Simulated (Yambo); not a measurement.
G0W0@LDA for CsH (CsCl type, space group Pm-3m, No. 221) in Yambo. Reference settings: 4×4×4 Γ-centred k mesh, 121 bands and a 10 Ry block in the screening, 121 bands in G with the Bruneval-Gonze terminator, plasmon pole fitted at 27.2 eV. The LDA gap R → X on this mesh is 2.30 eV; G0W0 gaps are taken between the same points.

With and without the terminator, as bands are cut:

```csv
bands in G (in W),"gap, terminator (eV)","gap, none (eV)","valence shift, terminator (eV)","valence shift, none (eV)"
20 (20),4.161,4.199,-0.714,-0.486
39 (39),4.260,4.286,-1.129,-1.000
63 (63),4.321,4.335,-1.286,-1.209
90 (90),4.350,4.363,-1.355,-1.307
121 (121),4.363,4.375,-1.391,-1.360
```

Over this range the gap spans 0.202 eV with the terminator and 0.176 eV without, the valence shift 0.677 eV and 0.874 eV. Neither column has reached its limit for certain.

Geometry of the Materials Project entry, not relaxed at this level; primitive cell a = 3.818 Å, b = 3.818 Å, c = 3.818 Å, α = 90.00°, β = 90.00°, γ = 90.00°.

The structure is a Materials Project entry; no match was found in the copy of COD used, and its stability was not checked.

A shift is the quasiparticle energy of the state minus its LDA energy.
